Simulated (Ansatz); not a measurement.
How far is PAW off for TiC?

```yaml
crystal:
  lattice:
    - [0.02164, 2.17482, 2.17482]
    - [2.17482, 0.02164, 2.17482]
    - [2.17482, 2.17482, 0.02164]
  atoms:
    - { symbol: Ti, position: [0.00000, 0.00000, 0.00000] }
    - { symbol: C, position: [0.50000, 0.50000, 0.50000] }
```

Atom numbers follow the list: Ti1, C2.

The geometry is COD entry 9012564, unchecked; take it as a test cell. The listed cell was then made from it by scaling, straining or moving an atom.

Levels of theory: DFT, PBEsol, PAW with Ansatz's default frozen-core files, scalar-relativistic (Ansatz 0.2.0); DFT, PBEsol, all-electron LAPW, scalar-relativistic (Ansatz 0.2.0).

For PAW: a Γ-centred 16×16×16 k mesh, Fermi–Dirac smearing of 0.03 eV, cutoff 420 eV, no spin polarisation; the PAW files were made with PBE, and the program remakes their frozen cores for this functional. LAPW targets a basis error of 1 meV/atom. The Ansatz runs share mesh, smearing and spin set-up. Plane-wave (PAW) pressures include the program's estimate of the Pulay term.

Stress and pressure are positive in compression.

The change that made this cell: equal xy, yz and zx engineering shear strains of +1 %.

PAW results:

| quantity | PAW |
| --- | --- |
| pressure (GPa) | -6.14 |
| stress yz (GPa) | -1.62 |
| stress xz (GPa) | -1.62 |
| stress xy (GPa) | -1.62 |

Problem. What does all-electron LAPW give for the same quantities?

Solution. 
| quantity | LAPW |
| --- | --- |
| pressure (GPa) | -6.17 |
| stress yz (GPa) | -1.62 |
| stress xz (GPa) | -1.62 |
| stress xy (GPa) | -1.62 |
